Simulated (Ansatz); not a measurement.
Hg₂SeS:
```cif
data_Hg2SSe
_chemical_formula_sum 'Hg2 Se1 S1'
_space_group_name_H-M_alt 'P-4m2'
_space_group_IT_number 115
_space_group_name_Hall 'P -4 -2'
_cell_length_a 4.19540
_cell_length_b 4.19540
_cell_length_c 5.94413
_cell_angle_alpha 90.000
_cell_angle_beta 90.000
_cell_angle_gamma 90.000
loop_
_atom_site_label
_atom_site_type_symbol
_atom_site_symmetry_multiplicity
_atom_site_Wyckoff_symbol
_atom_site_fract_x
_atom_site_fract_y
_atom_site_fract_z
_atom_site_occupancy
Hg1 Hg 2 g 0.00000 0.50000 0.23719 1
Se1 Se 1 d 0.00000 0.00000 0.50000 1
S1 S 1 b 0.50000 0.50000 0.00000 1
```

This is the LDA-relaxed structure.

All from the program Ansatz at the LDA level (PAW), unless another level is named. Give the bulk modulus (Birch–Murnaghan fit).

62.2 GPa.

Next, the highest zone-centre frequency?

237 cm⁻¹.

The first step of the workflow began from a Materials Project structure, measured or hypothetical; the Crystallography Open Database copy checked does not list it. Whether it is the stable phase at ambient conditions was not checked. The cell was relaxed with LDA under the symmetry of its start; of distortions, only those at the zone centre were tested. As this level gives no gap, phonon frequencies hold no LO–TO term and depend on the k-mesh and smearing (Fermi–Dirac, 0.1 eV here). Spin–orbit coupling is left out wherever it is not named.

Potentials: the later of the program's two PAW sets.
